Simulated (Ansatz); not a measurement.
An ordered 6-atom cell of InGa2As3 on the zincblende lattice (P3m1), relaxed with r2SCAN. The symmetry is P3m1 (No. 156, trigonal); a = 4.112 Å, c = 10.095 Å in the conventional setting, 24.63 Å³ an atom. Ga is surrounded by 4 As at 2.44–2.50 Å; Ga is surrounded by 4 As at 2.46–2.50 Å; In is surrounded by 4 As at 2.58–2.64 Å; As is surrounded by 4 Ga at 2.46–2.50 Å; As is surrounded by 3 Ga at 2.50 Å and 1 In at 2.64 Å; As is surrounded by 1 Ga at 2.44 Å and 3 In at 2.58 Å.

```cif
data_structure
_symmetry_space_group_name_H-M 'P3m1'
_symmetry_Int_Tables_number 156
_cell_length_a 4.1117
_cell_length_b 4.1117
_cell_length_c 10.0948
_cell_angle_alpha 90.000
_cell_angle_beta 90.000
_cell_angle_gamma 120.000
_cell_volume 147.80
loop_
_atom_site_label
_atom_site_type_symbol
_atom_site_symmetry_multiplicity
_atom_site_Wyckoff_symbol
_atom_site_fract_x
_atom_site_fract_y
_atom_site_fract_z
_atom_site_occupancy
Ga1 Ga 1 a 0.00000 0.00000 0.99360 1
Ga2 Ga 1 c 0.66667 0.33333 0.67339 1
In1 In 1 b 0.33333 0.66667 0.33482 1
As1 As 1 c 0.66667 0.33333 0.91666 1
As2 As 1 b 0.33333 0.66667 0.59606 1
As3 As 1 a 0.00000 0.00000 0.23548 1
```

3 runs of Ansatz on this cell differ in the functional (and in the settings that go with it). Levels are in eV from each run's valence top; v1 is the last filled band, c1 the first empty one.

Run A, mean stress +2.5 GPa (compression positive):
```
point     v4     v3     v2     v1    c1    c2
    Γ  -0.86  -0.26  -0.09   0.00  0.00  0.58
    M  -2.60  -2.51  -1.78  -1.39  1.34  1.57
    K  -3.59  -2.05  -1.91  -1.85  2.10  2.12
    A  -0.65  -0.65  -0.18  -0.18  0.55  0.93
```

Run B, mean stress 0.0 GPa (compression positive):
```
point     v4     v3     v2     v1    c1    c2
    Γ  -0.90  -0.21   0.00   0.00  0.30  0.90
    M  -2.67  -2.56  -1.85  -1.43  1.62  1.85
    K  -3.68  -2.13  -1.97  -1.92  2.42  2.43
    A  -0.68  -0.68  -0.18  -0.18  0.87  1.27
```

Run C, mean stress +0.3 GPa (compression positive):
```
point     v4     v3     v2     v1    c1    c2
    Γ  -0.93  -0.21   0.00   0.00  0.65  1.28
    M  -2.79  -2.67  -1.92  -1.51  1.91  2.21
    K  -3.92  -2.22  -2.07  -2.01  2.78  2.79
    A  -0.69  -0.69  -0.19  -0.19  1.25  1.66
```

Task: Match the runs to PBE, r2SCAN, HSE06.

Result: A is PBE, B is r2SCAN, C is HSE06. In order of the gap: PBE 0, r2SCAN 0.30, HSE06 0.65 eV.

Values at 0 K without nuclear motion; spin polarisation is off, and the phase may be a hypothetical one.

No spin-orbit coupling is included; it can move band edges with weight on the heavy atoms by tenths of an eV.

The stress of a hybrid is loosely converged in these runs.

The meshes of the hybrids are coarse, so their gaps aren't converged to the digits shown.
